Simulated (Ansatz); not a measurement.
LiBH₄:
```cif
data_H16B4Li4
_chemical_formula_sum 'Li4 B4 H16'
_space_group_name_H-M_alt 'Ama2'
_space_group_IT_number 40
_space_group_name_Hall 'A 2 -2a'
_cell_length_a 6.01338
_cell_length_b 5.49601
_cell_length_c 5.44022
_cell_angle_alpha 90.000
_cell_angle_beta 90.000
_cell_angle_gamma 90.000
loop_
_space_group_symop_operation_xyz
  'x, y, z'
  '-x, -y, z'
  '-x+1/2, y, z'
  'x+1/2, -y, z'
  'x, y+1/2, z+1/2'
  '-x, -y+1/2, z+1/2'
  '-x+1/2, y+1/2, z+1/2'
  'x+1/2, -y+1/2, z+1/2'
loop_
_atom_site_label
_atom_site_type_symbol
_atom_site_symmetry_multiplicity
_atom_site_Wyckoff_symbol
_atom_site_fract_x
_atom_site_fract_y
_atom_site_fract_z
_atom_site_occupancy
Li1 Li 4 a 0.00000 0.00000 0.99780 1
B1 B 4 b 0.75000 0.23383 0.25027 1
H1 H 8 c 0.08457 0.17837 0.65240 1
H2 H 4 b 0.75000 0.01150 0.24218 1
H3 H 4 b 0.25000 0.22850 0.97114 1
```
(The calculation used a cell of 12 atoms; values per cell refer to that cell.)

Relaxed at zero pressure with LDA (plane waves, PAW; program Ansatz).

Problem. The volume is raised by 6 % and shape and atoms relax at that volume. What pressure results, and how do the axes share the change?

Solution. -1.2 GPa; a 2.0 %, b 1.9 %, c 2.0 %; the energy rises by 2 meV/atom.

Problem. Give the new structure.

Solution. 
Space group Ama2 (No. 40); a = 6.134 Å, b = 5.598 Å, c = 5.550 Å, α = β = γ = 90.00°

```csv
atom,site,symmetry,x,y,z
Li,4a,..2,0.0000,0.0000,0.0015
B,4b,m..,0.7500,0.2353,0.2498
H,8c,1,0.0875,0.1789,0.6535
H,4b,m..,0.7500,0.0165,0.2413
H,4b,m..,0.2500,0.2260,0.9666
```

The phase is kept; no other phase was compared at this pressure.

The workflow started from a Materials Project entry (that database holds measured and hypothetical structures alike); the Crystallography Open Database copy checked does not list it. COD files the formula under space group No. 62, so this cell is another polymorph or a model. Whether it is the stable phase at ambient conditions was not checked. The cell was relaxed with LDA under the symmetry of its start; phonons on a q-mesh show no instability.

Potentials: the later of the program's two PAW sets.
